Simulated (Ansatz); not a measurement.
MgZnO$_{2}$ in space group R-3m (No. 166; Mg on 3a, Zn on 3b, O on 6c), plane-wave PAW PBEsol (Ansatz code). The conduction-band minimum lies at Γ, with 1 equivalent valley. Second derivatives d²E/dk² of the lowest band at one valley (eV·Å²), along Cartesian directions:

```
direction  d²E/dk²
---------  -------
[100]        28.08
[010]        28.08
[001]        29.13
[110]        28.08
[101]        28.61
[011]        28.60
```

### Question
Find the principal effective masses, the density-of-states mass and the conductivity mass.

### Answer
Off-diagonal terms follow from H_xy = H[110] − (H_xx + H_yy)/2, and m*/mₑ = 7.620 eV·Å² over each eigenvalue: 0.26, 0.27, 0.27. One valley's DOS mass (m₁m₂m₃)^(1/3) = 0.27, conductivity mass 3/(Σ 1/mᵢ) = 0.27 mₑ.

### Question
What effective density of states Nc follows at 300 K for parabolic valleys?

### Answer
Nc = 2.509e19 × 1 × (0.27)^(3/2) ≈ 3.5e18 cm⁻³.

### Question
With the computed static dielectric constant 16.9 (mean of the diagonal), estimate a hydrogenic donor's binding energy and radius.

### Answer
E = 13.606 eV × 0.27/16.9² ≈ 13 meV; a = 0.529 Å × ε/m* ≈ 33 Å. Semilocal masses tend to be too small where the gap is.

The first step of the workflow began from a Materials Project structure, measured or hypothetical; the Crystallography Open Database copy checked does not list it. With Mg and Zn taken as one species the cell has the higher symmetry Fm-3m, so it may be an ordered model of a mixed-site phase. Its standing as an ambient phase is unchecked. The cell was relaxed with PBEsol under the symmetry of its start; of distortions, only those at the zone centre were tested.

Potentials: the later of the program's two PAW sets.
